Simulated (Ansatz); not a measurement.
Al (fcc, Cu type)

Space group Fm-3m (No. 225); a = b = c = 4.040 Å, α = β = γ = 90.00°

| atom | site | symmetry | x | y | z |
|---|---|---|---|---|---|
| Al | 4a | m-3m | 0.0000 | 0.0000 | 0.0000 |
(The calculation used a cell of 1 atom; values per cell refer to that cell.)

Two coordinates are scanned: the volume, and the ratio of the stretch along z (the conventional c axis) to the stretch across it. Atoms keep their fractional coordinates.

These are PBE (plane waves to 420 eV, PAW, scalar-relativistic; Ansatz, a first-principles code) values and carry that method's errors. k mesh 20×20×20 (Γ-centred), Fermi-Dirac smearing 0.05 eV. Stress and pressure are positive under compression. With partly filled bands, the response to shear is sensitive to the k mesh, so small differences along c/a are uncertain. Al was relaxed with its symmetry unable to fall. The PAW data are Ansatz's earlier set. The last digit holds for this mesh only.

Changes of σxx (GPa) from the point V/V₀ = 1.000, (c/a)/(c/a)₀ = 1.000 when one coordinate moves alone (two changes are said to add if the coupling is within 5 % of the smaller one, nearly so within 20 %):

```tsv
point	change
V/V₀ = 1.000, (c/a)/(c/a)₀ = 0.880	-1.33
V/V₀ = 1.000, (c/a)/(c/a)₀ = 0.920	-0.75
V/V₀ = 1.000, (c/a)/(c/a)₀ = 0.960	-0.46
V/V₀ = 0.960, (c/a)/(c/a)₀ = 1.000	3.44
V/V₀ = 0.973, (c/a)/(c/a)₀ = 1.000	2.20
V/V₀ = 0.987, (c/a)/(c/a)₀ = 1.000	1.06
V/V₀ = 1.013, (c/a)/(c/a)₀ = 1.000	-0.98
V/V₀ = 1.027, (c/a)/(c/a)₀ = 1.000	-1.89
V/V₀ = 1.040, (c/a)/(c/a)₀ = 1.000	-2.74
V/V₀ = 1.000, (c/a)/(c/a)₀ = 1.040	0.73
V/V₀ = 1.000, (c/a)/(c/a)₀ = 1.080	2.05
V/V₀ = 1.000, (c/a)/(c/a)₀ = 1.120	3.38
```

What is the change at V/V₀ = 1.040, (c/a)/(c/a)₀ = 0.880, where both move, and how far is it from the sum?

The sum of the single changes is -2.74 + (-1.33) = -4.07; the calculation gives -3.90, so the coupling contributes 0.17 (under 20 % of the smaller single change, nearly additive).

(A scan under strain: stresses follow from slopes of the energy per volume, elastic moduli from its curvatures.)
